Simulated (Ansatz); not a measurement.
Si$_{3}$P$_{4}$ in space group P6_3/m (No. 176; Si on 6h, P on 6h, P on 2c) under volume change, DFT-PBE in the program Ansatz with PAW potentials, shape and atoms relaxed at each volume.

```csv
V (Å³/atom),E − E(relaxed) (meV/atom),P (GPa)
19.854,___,___
20.508,20.6,5.29
21.163,4.9,2.46
21.817,0.0,0.00
22.472,___,___
23.126,16.7,-3.86
23.781,35.6,-5.35
```

Question: Complete the blanks.

Answer: 
- 22.472, E − E(relaxed) (meV/atom): 4.4
- 22.472, P (GPa): -2.10
- 19.854, E − E(relaxed) (meV/atom): 48.6
- 19.854, P (GPa): 8.50

Question: What does a third-order Birch–Murnaghan fit give for V₀, B₀ and B′?

Answer: V₀ = 21.82 Å³/atom, B₀ = 74.5 GPa, B′ = 4.0.

A made-up cell: these elements were put on the sites of a structure type; neither database checked (COD, Materials Project) lists it. Its standing as an ambient phase is unchecked. Symmetry was held in the PBE relaxation; whether a distortion lowers the energy is not shown.

Potentials: the earlier of the program's two PAW sets.
